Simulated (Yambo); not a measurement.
Yambo run on NaLiZnS2 (space group P3m1, No. 156). The wavefunctions come from this Quantum ESPRESSO step (PBEsol, PseudoDojo standard norm-conserving files, scalar-relativistic):

```
&CONTROL
  calculation = 'nscf'
  pseudo_dir = './pseudo'
  outdir = './out'
/
&SYSTEM
  ibrav = 0
  nat = 5
  ntyp = 4
  ecutwfc = 88.0
  ecutrho = 352.0
  occupations = 'fixed'
  force_symmorphic = .true.
  nbnd = 178
/
&ELECTRONS
  conv_thr = 5e-09
  diago_full_acc = .true.
  diago_thr_init = 1e-08
/
ATOMIC_SPECIES
Li 6.9400 Li.upf
Na 22.9898 Na.upf
S 32.0600 S.upf
Zn 65.3800 Zn.upf
CELL_PARAMETERS angstrom
  3.982059948000   0.000000000000   0.000000000000
 -1.991029974000   3.448565075000   0.000000000000
  0.000000000000   0.000000000000   6.823850000000
ATOMIC_POSITIONS crystal
Li   0.333333333000   0.666666667000   0.356650000000
Na   0.000000000000   0.000000000000   0.026160000000
S   0.333333333000   0.666666667000   0.733810000000
S   0.666666667000   0.333333333000   0.271740000000
Zn   0.666666667000   0.333333333000   0.611630000000
K_POINTS automatic
3 3 2 0 0 0
```

Yambo input:

```
rim_cut
gw0
dyson
el_el_corr
HF_and_locXC
ppa
em1d
RandQpts= 1000000
RandGvec= 1 Ry
EXXRLvcs= 88 Ry
VXCRLvcs= 352 Ry
Chimod= "HARTREE"
% BndsRnXp
 7 | 176 |
%
NGsBlkXp= 8 Ry
% LongDrXp
 1.0 | 1.0 | 1.0 |
%
PPAPntXp= 27.2114 eV
% GbndRnge
 1 | 176 |
%
GTermKind= "BG"
DysSolver= "n"
ExtendOut
% QPkrange
 1 | 1 | 22 | 23 |
 2 | 2 | 22 | 23 |
 5 | 5 | 22 | 23 |
 6 | 6 | 22 | 23 |
%
```

k points by index: 1 = Γ, 2 = A, 5 = K, 6 = H.

Resulting energies as the program prints them:

```
#    K-point    Band    Eo [eV]    E [eV]    E-Eo [eV]    Vxc [eV]    Vnlxc [eV]    Sc|Eo [eV]    Sc|E [eV]    dSc/dw|Eo [eV]    Re(Z)    Im(Z)
#
    1    22    0.000000    -1.115848    -1.115848    -13.62413    -17.03920    1.985169    2.299224    -7.657721    0.780384    -0.001561
    1    23    1.701723    2.191315    0.489592    -10.94830    -6.725258    -3.617401    -3.733447    -6.448178    0.808427    -0.001395
    2    22    -0.076336    -1.212482    -1.136146    -13.36676    -16.82927    2.006552    2.326370    -7.658937    0.780356    -0.001571
    2    23    2.481857    3.013331    0.531474    -11.49881    -7.086938    -3.750240    -3.880397    -6.662469    0.803313    -0.001424
    5    22    -1.457392    -2.673410    -1.216017    -11.88591    -15.65564    2.208887    2.553716    -7.715409    0.779094    -0.001658
    5    23    4.523278    4.982260    0.458982    -9.273141    -5.077641    -3.636254    -3.736518    -5.942568    0.820756    -0.001375
    6    22    -0.886870    -2.025646    -1.138776    -12.51923    -16.05458    2.072739    2.396575    -7.737201    0.778609    -0.001607
    6    23    4.274121    4.850915    0.576794    -10.97389    -6.509225    -3.752415    -3.887866    -6.388739    0.809857    -0.001409
```
(The two width columns are left out.) Convergence of these settings isn't established.

Geometry of the Materials Project entry, not relaxed at this level.

The structure is a Materials Project entry; no match was found in the copy of COD used, and its stability was not checked.
